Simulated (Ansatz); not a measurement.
## Li12Cl3O4: nudged elastic band, vacancy jump

Theory: DFT PBEsol, scalar-relativistic, plane waves, PAW (Ansatz 0.2.0). Settings: plane waves to 420 eV, k-mesh 4×4×4 (Γ-centred), Gaussian smearing 0.05 eV. No spin polarisation.

5 inner image(s), climbing default, force tolerance 0.05 eV/Å, at most 5 iterations, fixed cell. The cell carries a charge of +1 e on a uniform background, with no finite-size correction, so the barrier is rough in so small a cell.

It took 4.7 min on 4 threads of Arm Neoverse V2 (shared host), peak memory 2.3 GiB.

Command:
```bash
ansatz run input.yaml --threads 4 --pin off --max-ram 9216MiB --backend cpu --events-out ev --progress --plain --runs-dir out
```

Input:
```yaml
crystal:
  lattice:
    - [-3.8395493761, 3.8395493761, 3.8395493761]
    - [3.8395493761, -3.8395493761, 3.8395493761]
    - [3.8395493761, 3.8395493761, -3.8395493761]
  atoms:
    - { symbol: Li, position: [0.5, 0.7401085786, 0.7598914214] }
    - { symbol: Li, position: [0.0197828427, 0.2598914214, 0.7598914214] }
    - { symbol: Li, position: [-0.0197828427, 0.7401085786, 0.2401085786] }
    - { symbol: Li, position: [0.5, 0.2598914214, 0.2401085786] }
    - { symbol: Li, position: [0.7598914214, 0.5197828427, 0.7598914214] }
    - { symbol: Li, position: [0.2401085786, 0.0, 0.7598914214] }
    - { symbol: Li, position: [0.2401085786, 0.4802171573, 0.2401085786] }
    - { symbol: Li, position: [0.7598914214, 0.0, 0.2401085786] }
    - { symbol: Li, position: [0.7598914214, 0.7401085786, 0.5] }
    - { symbol: Li, position: [0.2401085786, 0.2598914214, 0.5] }
    - { symbol: Li, position: [0.2401085786, 0.7401085786, -0.0197828427] }
    - { symbol: Li, position: [0.7598914214, 0.2598914214, 0.0197828427] }
    - { symbol: Cl, position: [0.0, 0.5, 0.5] }
    - { symbol: Cl, position: [0.0, 0.0, 0.0] }
    - { symbol: Cl, position: [0.5, 0.5, 0.0] }
    - { symbol: O, position: [0.5, 0.5, 0.5] }
    - { symbol: O, position: [0.0, 0.0, 0.5] }
    - { symbol: O, position: [0.0, 0.5, 0.0] }
    - { symbol: O, position: [0.5, 0.0, 0.0] }
total_charge: 1
basis:
  ecutwfc: 420
kpoints:
  mp_grid: { grid: [4, 4, 4] }
hamiltonian:
  xc: pbesol
scf:
  occupations: { method: gaussian, width: 0.05 }
output:
  forces: true
neb:
  images: 5
  f_tol: 0.05
  max_iterations: 5
  order_check: false
  final_atoms:
    - { symbol: Li, position: [0.5197829004, 0.7598914502, 0.7598914502] }
    - { symbol: Li, position: [0.0, 0.2401085498, 0.7598914502] }
    - { symbol: Li, position: [0.0, 0.7598914502, 0.2401085498] }
    - { symbol: Li, position: [0.4802170996, 0.2401085498, 0.2401085498] }
    - { symbol: Li, position: [0.7401085498, 0.5, 0.7598914502] }
    - { symbol: Li, position: [0.2598914502, 0.0197829004, 0.7598914502] }
    - { symbol: Li, position: [0.2598914502, 0.5, 0.2401085498] }
    - { symbol: Li, position: [0.7401085498, -0.0197829004, 0.2401085498] }
    - { symbol: Li, position: [0.7401085498, 0.7598914502, 0.5] }
    - { symbol: Li, position: [0.2598914502, 0.2401085498, 0.5] }
    - { symbol: Li, position: [0.2598914502, 0.7598914502, 0.0197829004] }
    - { symbol: Li, position: [0.7401085498, 0.2401085498, -0.0197829004] }
    - { symbol: Cl, position: [-0.5, 0.0, 0.5] }
    - { symbol: Cl, position: [0.0, 0.0, 0.0] }
    - { symbol: Cl, position: [0.5, 0.5, 0.0] }
    - { symbol: O, position: [0.5, 0.5, 0.5] }
    - { symbol: O, position: [0.0, 0.0, 0.5] }
    - { symbol: O, position: [0.0, 0.5, 0.0] }
    - { symbol: O, position: [0.5, 0.0, 0.0] }
```

Output (its end):
```
...
    - { symbol: Li, position: [0.7500000749301271, 0.5319989407545054, 0.7819994176600352] }
    - { symbol: Li, position: [0.2500001326915684, -0.0002959516410246388, 0.7497040073898947] }
    - { symbol: Li, position: [0.2499991427035178, 0.5002963726612768, 0.2502953371946869] }
    - { symbol: Li, position: [0.7500001488973395, -0.03199939191543444, 0.21800116677563441] }
    - { symbol: Li, position: [0.7500000175641984, 0.7500000069457807, 0.4999999846247942] }
    - { symbol: Li, position: [0.2500001255137944, 0.2500001361642585, 0.5000003069223665] }
    - { symbol: Li, position: [0.24999915379358734, 0.7499989883617459, -1.3344082938626656e-7] }
    - { symbol: Li, position: [0.7500007286525521, 0.25000088607666726, -1.1217908596483639e-7] }
    - { symbol: Cl, position: [-0.24999999385854568, 0.2500000036535054, 0.5000000131082927] }
    - { symbol: Cl, position: [1.6075853100891278e-7, 1.5331599378373107e-7, 3.111722647937259e-7] }
    - { symbol: Cl, position: [0.5000001559513035, 0.5000001417875483, 3.00883979020605e-7] }
    - { symbol: O, position: [0.48193721164597936, 0.5180625377671574, 0.4999997577359884] }
    - { symbol: O, position: [0.01806254562132037, -0.01806277574015866, 0.499999765434888] }
    - { symbol: O, position: [0.01806223070608526, 0.5180622363774385, 0.03612446486241627] }
    - { symbol: O, position: [0.48193771892466575, -0.018062271925270462, -0.03612455201448905] }
```

The calculation finished and met its thresholds.

Final band:

```
image s (Å)  ΔE (eV)
    0  0.000    0.000
    1  0.676    0.279
    2  1.353    1.106
    3  2.029    1.649
    4  2.705    1.106
    5  3.381    0.279
    6  4.058    0.000
```

Highest image over the start 1.649 eV, over the end 1.649 eV. The order of the saddle wasn't checked, and a path that keeps a symmetry can read too high.

By iteration:

```
iteration largest band force component (eV/Å) highest image (eV)
        1                                1.271               2.698
        2                                0.740               2.102
        3                                0.282               1.680
        4                                0.048               1.649
```

Images of the last band (Å, true forces in eV/Å):

```xyz
19
Lattice="-3.840 3.840 3.840 3.840 -3.840 3.840 3.840 3.840 -3.840" Properties=species:S:1:pos:R:3:forces:R:3 pbc="T T T" image=0 dE_eV=0.0000
Li    3.840    1.996    1.844    0.000   -0.014    0.014
Li    3.840    1.996   -1.844    0.000   -0.014   -0.014
Li    3.840   -1.996    1.844    0.000    0.014    0.014
Li    0.000    1.844    1.996    0.000    0.014   -0.014
Li    1.996    3.840    1.996   -0.014    0.000   -0.014
Li    1.996    3.840   -1.996   -0.014    0.000    0.014
Li    1.844    0.000    1.844    0.014    0.000    0.014
Li   -1.996    3.840    1.996    0.014    0.000   -0.014
Li    1.844    1.996    3.840    0.014   -0.014    0.000
Li    1.996    1.844    0.000   -0.014    0.014    0.000
Li    1.844   -1.996    3.840    0.014    0.014    0.000
Li   -1.844    1.996    3.840   -0.014   -0.014    0.000
Cl    3.840    0.000    0.000    0.000    0.000    0.000
Cl    0.000    0.000    0.000    0.000    0.000    0.000
Cl    0.000    0.000    3.840    0.000    0.000    0.000
O     1.920    1.920    1.920    0.000    0.000    0.000
O     1.920    1.920   -1.920    0.000    0.000    0.000
O     1.920   -1.920    1.920    0.000    0.000    0.000
O    -1.920    1.920    1.920    0.000    0.000    0.000
19
Lattice="-3.840 3.840 3.840 3.840 -3.840 3.840 3.840 3.840 -3.840" Properties=species:S:1:pos:R:3:forces:R:3 pbc="T T T" image=1 dE_eV=0.2788
Li    3.840    1.975    1.922    0.000    0.012   -0.055
Li    3.840    2.042   -1.901    0.000   -0.074   -0.039
Li    3.840   -1.975    1.922    0.000   -0.012   -0.055
Li    0.000    1.798    1.939    0.000    0.074   -0.039
Li    2.042    3.840    1.939   -0.074    0.000   -0.039
Li    1.975    3.840   -1.917    0.012    0.000   -0.055
Li    1.865    0.000    1.922   -0.012    0.000   -0.055
Li   -2.042    3.840    1.939    0.074    0.000   -0.039
Li    1.818    2.021    3.828   -0.063    0.063   -0.047
Li    2.021    1.818   -0.012    0.063   -0.063   -0.047
Li    1.818   -2.021    3.828   -0.063   -0.063   -0.047
Li   -1.818    2.021    3.828    0.063    0.063   -0.047
Cl    3.840    0.000   -0.618    0.000    0.000    0.801
Cl    0.000    0.000    0.005    0.000    0.000   -0.051
Cl    0.000    0.000    3.845    0.000    0.000   -0.051
O     1.992    1.848    1.902   -0.089    0.089   -0.033
O     1.848    1.992   -1.938    0.089   -0.089   -0.033
O     1.992   -1.848    1.902   -0.089   -0.089   -0.033
O    -1.992    1.848    1.902    0.089    0.089   -0.033
19
Lattice="-3.840 3.840 3.840 3.840 -3.840 3.840 3.840 3.840 -3.840" Properties=species:S:1:pos:R:3:forces:R:3 pbc="T T T" image=2 dE_eV=1.1056
Li    3.840    1.933    1.933    0.000   -0.016   -0.051
Li    3.840    2.126   -1.919    0.000   -0.041   -0.075
Li    3.840   -1.933    1.933    0.000    0.016   -0.051
Li    0.000    1.713    1.921    0.000    0.041   -0.075
Li    2.126    3.840    1.921   -0.041    0.000   -0.075
Li    1.933    3.840   -1.907   -0.016    0.000   -0.051
Li    1.906    0.000    1.933    0.016    0.000   -0.051
Li   -2.126    3.840    1.921    0.041    0.000   -0.075
Li    1.861    1.979    3.831   -0.118    0.118   -0.085
Li    1.979    1.861   -0.009    0.118   -0.118   -0.085
Li    1.861   -1.979    3.831   -0.118   -0.118   -0.085
Li   -1.861    1.979    3.831    0.118    0.118   -0.085
Cl    3.840    0.000   -1.257    0.000    0.000    1.268
Cl    0.000    0.000    0.007    0.000    0.000   -0.059
Cl    0.000    0.000    3.847    0.000    0.000   -0.059
O     2.041    1.798    1.905   -0.061    0.061   -0.076
O     1.798    2.041   -1.934    0.061   -0.061   -0.076
O     2.041   -1.798    1.905   -0.061   -0.061   -0.076
O    -2.041    1.798    1.905    0.061    0.061   -0.076
19
Lattice="-3.840 3.840 3.840 3.840 -3.840 3.840 3.840 3.840 -3.840" Properties=species:S:1:pos:R:3:forces:R:3 pbc="T T T" image=3 dE_eV=1.6486
Li    3.840    1.918    1.920    0.000   -0.048    0.000
Li    3.840    2.165   -1.920    0.000    0.032    0.000
Li    3.840   -1.917    1.920    0.000    0.048    0.000
Li    0.000    1.674    1.920    0.000   -0.032    0.000
Li    2.165    3.840    1.920    0.032    0.000    0.000
Li    1.918    3.840   -1.920   -0.048    0.000    0.000
Li    1.922    0.000    1.920    0.048    0.000    0.000
Li   -2.166    3.840    1.920   -0.032    0.000    0.000
Li    1.920    1.920    3.840    0.000    0.000    0.000
Li    1.920    1.920    0.000    0.000    0.000    0.000
Li    1.920   -1.920    3.840    0.000    0.000    0.000
Li   -1.920    1.920    3.840    0.000    0.000    0.000
Cl    3.840    0.000   -1.920    0.000    0.000    0.000
Cl    0.000    0.000    0.000    0.000    0.000    0.000
Cl    0.000    0.000    3.840    0.000    0.000    0.000
O     2.058    1.781    1.920   -0.020    0.020    0.000
O     1.781    2.058   -1.920    0.020   -0.020    0.000
O     2.058   -1.781    1.920   -0.020   -0.020    0.000
O    -2.058    1.781    1.920    0.020    0.020    0.000
19
Lattice="-3.840 3.840 3.840 3.840 -3.840 3.840 3.840 3.840 -3.840" Properties=species:S:1:pos:R:3:forces:R:3 pbc="T T T" image=4 dE_eV=1.1056
Li    3.840    1.933    1.907    0.000   -0.016    0.051
Li    3.840    2.126   -1.921    0.000   -0.041    0.075
Li    3.840   -1.933    1.907    0.000    0.016    0.051
Li    0.000    1.713    1.919    0.000    0.041    0.075
Li    2.126    3.840    1.919   -0.041    0.000    0.075
Li    1.933    3.840   -1.933   -0.016    0.000    0.051
Li    1.906    0.000    1.907    0.016    0.000    0.051
Li   -2.126    3.840    1.919    0.041    0.000    0.075
Li    1.979    1.861    3.848    0.118   -0.118    0.085
Li    1.861    1.979    0.009   -0.118    0.118    0.085
Li    1.979   -1.861    3.848    0.118    0.118    0.085
Li   -1.979    1.861    3.848   -0.118   -0.118    0.085
Cl    3.840    0.000   -2.583    0.000    0.000   -1.268
Cl    0.000    0.000   -0.007    0.000    0.000    0.059
Cl    0.000    0.000    3.832    0.000    0.000    0.059
O     2.041    1.798    1.934   -0.061    0.061    0.076
O     1.798    2.041   -1.905    0.061   -0.061    0.076
O     2.041   -1.798    1.934   -0.061   -0.061    0.076
O    -2.041    1.798    1.934    0.061    0.061    0.076
19
Lattice="-3.840 3.840 3.840 3.840 -3.840 3.840 3.840 3.840 -3.840" Properties=species:S:1:pos:R:3:forces:R:3 pbc="T T T" image=5 dE_eV=0.2788
Li    3.840    1.975    1.917    0.000    0.012    0.055
Li    3.840    2.042   -1.939    0.000   -0.074    0.039
Li    3.840   -1.975    1.917    0.000   -0.012    0.055
Li    0.000    1.798    1.901    0.000    0.074    0.039
Li    2.042    3.840    1.901   -0.074    0.000    0.039
Li    1.975    3.840   -1.922    0.012    0.000    0.055
Li    1.865    0.000    1.917   -0.012    0.000    0.055
Li   -2.042    3.840    1.901    0.074    0.000    0.039
Li    2.021    1.818    3.851    0.063   -0.063    0.047
Li    1.818    2.021    0.012   -0.063    0.063    0.047
Li    2.021   -1.818    3.851    0.063    0.063    0.047
Li   -2.021    1.818    3.851   -0.063   -0.063    0.047
Cl    3.840    0.000   -3.221    0.000    0.000   -0.801
Cl    0.000    0.000   -0.005    0.000    0.000    0.051
Cl    0.000    0.000    3.834    0.000    0.000    0.051
O     1.992    1.848    1.938   -0.089    0.089    0.033
O     1.848    1.992   -1.902    0.089   -0.089    0.033
O     1.992   -1.848    1.938   -0.089   -0.089    0.033
O    -1.992    1.848    1.938    0.089    0.089    0.033
19
Lattice="-3.840 3.840 3.840 3.840 -3.840 3.840 3.840 3.840 -3.840" Properties=species:S:1:pos:R:3:forces:R:3 pbc="T T T" image=6 dE_eV=0.0000
Li    3.840    1.996    1.996    0.000   -0.014   -0.014
Li    3.840    1.996   -1.996    0.000   -0.014    0.014
Li    3.840   -1.996    1.996    0.000    0.014   -0.014
Li    0.000    1.844    1.844    0.000    0.014    0.014
Li    1.996    3.840    1.844   -0.014    0.000    0.014
Li    1.996    3.840   -1.844   -0.014    0.000   -0.014
Li    1.844    0.000    1.996    0.014    0.000   -0.014
Li   -1.996    3.840    1.844    0.014    0.000    0.014
Li    1.996    1.844    3.840   -0.014    0.014    0.000
Li    1.844    1.996    0.000    0.014   -0.014    0.000
Li    1.996   -1.844    3.840   -0.014   -0.014    0.000
Li   -1.996    1.844    3.840    0.014    0.014    0.000
Cl    3.840    0.000   -3.840    0.000    0.000    0.000
Cl    0.000    0.000    0.000    0.000    0.000    0.000
Cl    0.000    0.000    3.840    0.000    0.000    0.000
O     1.920    1.920    1.920    0.000    0.000    0.000
O     1.920    1.920   -1.920    0.000    0.000    0.000
O     1.920   -1.920    1.920    0.000    0.000    0.000
O    -1.920    1.920    1.920    0.000    0.000    0.000
```